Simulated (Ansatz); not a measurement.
Given:

CoSi2:
```
CELL_PARAMETERS angstrom
      0.00000     2.68015     2.68015
      2.68015     0.00000     2.68015
      2.68015     2.68015     0.00000
ATOMIC_POSITIONS crystal
  Co 0.00000 0.00000 0.00000
  Si 0.75000 0.75000 0.75000
  Si 0.25000 0.25000 0.25000
```

This is the PBE-relaxed structure.

Problem. All from plane-wave PAW PBE (Ansatz code), unless another level is named. Estimate the electronic character.

Solution. metallic (no gap).

Problem. And the density of states at the Fermi level?

Solution. 0.35 states/eV per atom (mean over ±0.08 eV).

Problem. Give the formation energy from the elements (no fitted shifts).

Solution. -0.46 eV/atom.

Space group Fm-3m (fluorite or antifluorite type). Symmetry was held in the PBE relaxation. The run is not spin-polarised. The references are the lowest solids computed at this level, not always the standard phases.

Potentials: the earlier of the program's two PAW sets.
